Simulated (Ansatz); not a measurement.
**Mg (dhcp): energy against volume**

All numbers below come from DFT, r2SCAN, plane waves (500 eV) with PAW, scalar-relativistic (Ansatz). (PAW data from PBE, frozen cores regenerated.)

The cell is scaled uniformly from the relaxed one, with fractional coordinates and shape fixed. Energies are extrapolated to zero smearing, pressures are those at the given smearing. Magnetic state: spin not included.

A Birch-Murnaghan fit gives V₀ = 22.65 Å³/atom, B₀ = 39 GPa, B₀′ = 3.9.

**Question.** What are the energy above the minimum and the pressure at 19.911 Å³/atom?

**Answer.** 49.7 meV/atom and 6.49 GPa as computed.

**Question.** What are the energy above the minimum and the pressure at 20.816 Å³/atom?

**Answer.** 20.8 meV/atom and 3.92 GPa as computed.

**Question.** What are the energy above the minimum and the pressure at 23.531 Å³/atom?

**Answer.** 3.9 meV/atom and -1.35 GPa as computed.
